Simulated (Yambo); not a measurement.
GaN is taken in the cubic space group F-43m (No. 216), the zinc blende structure, Pearson symbol cF8. Conventional cell: a = b = c = 4.500 Å, α = β = γ = 90.00°. N on 4d is coordinated by 4 Ga at 1.948 Å (tetrahedral). Ga on 4a is surrounded by 4 N at 1.948 Å (tetrahedral). (Neighbours: up to the widest gap in distance over summed covalent radii, below 1.35, at either atom; cation-cation contacts left out.)
(The calculation used a cell of 2 atoms; values per cell refer to that cell.)

GaN (zinc blende, space group F-43m, No. 216) under isotropic strain (on all lattice vectors), counted from the cell relaxed with PBEsol, atoms relaxed at each step. norm-conserving PBEsol (Quantum ESPRESSO, 84 Ry, no spin-orbit coupling); G0W0 in Yambo (6×6×6 Γ-centred k mesh, 90 bands and a 14 Ry block in the screening, 90 bands in G with the Bruneval-Gonze terminator, plasmon pole fitted at 27.2 eV).

Unstrained, the direct gap at Γ is 1.74 eV in PBEsol and 2.34 eV in G0W0.

Q: How fast does it move with strain?

A: Between -0.7 % and +1 % the direct gap at Γ has a volume deformation potential dE/dlnV of -7.7 eV in G0W0 and -6.5 eV in PBEsol. (G0W0: 2.500 eV at -0.7 %, 2.109 eV at +1 %; Δ ln V = 3 ln(1.01/0.993) = 0.0509.) Convergence of the GW settings isn't established. Spin-orbit splittings are left out.

The standard potential for Ga keeps a d shell in the valence without the s and p states of that shell. In tests on such compounds this moved G0W0 gaps by up to about 0.9 eV, so absolute quasiparticle energies here are unreliable; differences between settings are what counts.

This is not the ordinary phase of the substance; no match was found in the copy of COD used, and its stability was not checked.
